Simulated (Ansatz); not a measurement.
The relaxed structure here is a generated cell of Ni: the first start was made by placing the elements on the sites of a structure type, and the end was not matched to a known phase here, so it may be hypothetical. Known forms of Ni include space group No. 225.

A relaxed cell of Ni (Pm-3m (No. 221)), relaxed on a k-mesh at least as fine as the one used below. Level of theory: r2SCAN (plane waves to 500 eV, PAW, scalar-relativistic; Ansatz, a first-principles code). Γ-centred k-mesh 14×7×14 on the run's cell (coarser than for final values), Fermi–Dirac smearing 0.05 eV.

```xyz
2
Lattice="2.3051 0.0000 0.0000 0.0000 4.6101 0.0000 0.0000 0.0000 2.3051" Properties=species:S:1:pos:R:3 pbc="T T T"
Ni     0.0000     0.0000     0.0000
Ni     0.0000     2.3051     0.0000
```
Spin-polarised start, with parallel moments on Ni.

The atoms are displaced by (Å):

```csv
atom,ux,uy,uz
Ni1,0.091,-0.128,-0.052
Ni2,0.125,-0.005,0.117
```

Q: What forces (eV/Å) and pressure result?

A: 
```json
[
 {"atom": "Ni1", "Fx": "-0.05", "Fy": "0.80", "Fz": "-0.24"},
 {"atom": "Ni2", "Fx": "0.05", "Fy": "-0.80", "Fz": "0.24"}
]
```

Pressure +1.4 GPa.

The undisplaced cell is probably no minimum: from this displacement the run went on to Fm-3m (No. 225), 0.79 eV/atom below it.

Spin state reached: ferromagnetic (net 0.84 μB/atom), from parallel starting moments; other spin orders were not run from this start. r2SCAN tends to overstate moments in metals.
